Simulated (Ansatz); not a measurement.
**Ga4Sb3N (ordering on zincblende): the band gap by level of theory**

All numbers come from the PAW code Ansatz. No magnetic order. The prototype was imposed, so other structures may be more stable.

The cell is an ordered 8-atom cell of Ga4Sb3N on the zincblende lattice (Pmm2); cell and atoms were relaxed with r2SCAN. The symmetry is Pmm2 (No. 25, orthorhombic); conventional cell a = 4.053 Å, b = 8.254 Å, c = 5.625 Å, 23.52 Å³ an atom. N is surrounded by 4 Ga at 1.97–2.24 Å; Ga is surrounded by 2 N at 2.24 Å and 2 Sb at 2.65 Å; Sb is surrounded by 4 Ga at 2.57–2.65 Å; Ga is surrounded by 1 N at 1.97 Å and 3 Sb at 2.62–2.77 Å; Sb is surrounded by 4 Ga at 2.61–2.77 Å; Ga is surrounded by 4 Sb at 2.57–2.61 Å.

Relaxed lattice by functional, symmetry kept:

| functional | k mesh | a (Å) | b (Å) | c (Å) | volume (Å³/atom) |
| --- | --- | --- | --- | --- | --- |
| PBE | 6×4×4 | 4.090 | 8.349 | 5.712 | 24.38 |
| r2SCAN | 6×4×4 | 4.053 | 8.254 | 5.625 | 23.52 |

Band edges at fixed r2SCAN geometry:
```tsv
level	k mesh	gap (eV)	kind	edges	least direct gap (eV)	rough cost
PBE	6×4×4	none (overlap 0.29)	–	–	–	2.3 core-minutes
PBE+SOC	6×4×4	none (overlap 0.26)	–	–	–	11 core-minutes
r2SCAN	6×4×4	none (overlap 0.13)	–	–	–	110 core-seconds
```
All runs use a smearing of 0.02 eV.
Wave cutoffs: 420 eV, 500 eV (r2SCAN).
Costs come from shared machines and give only the order; PBE's includes the band path. The runs had 4 threads of Arm Neoverse V1, on a shared host.

r2SCAN gives no gap: the lowest nominally empty band dips 0.13 eV below the top of the last filled one (its bottom at Z, the top at Y), so the cell is a metal or semimetal at this level. PBE+SOC gives no gap: the lowest nominally empty band dips 0.26 eV below the top of the last filled one (its bottom at U, the top at k = (0, 1/4, 1/4)), so the cell is a metal or semimetal at this level.

No level opens a gap, but no hybrid is among them, and semilocal functionals can close a real gap.

Only the levels marked +SOC include spin-orbit coupling.

Coordinates of k points refer to the reciprocal vectors of the primitive cell of the runs.
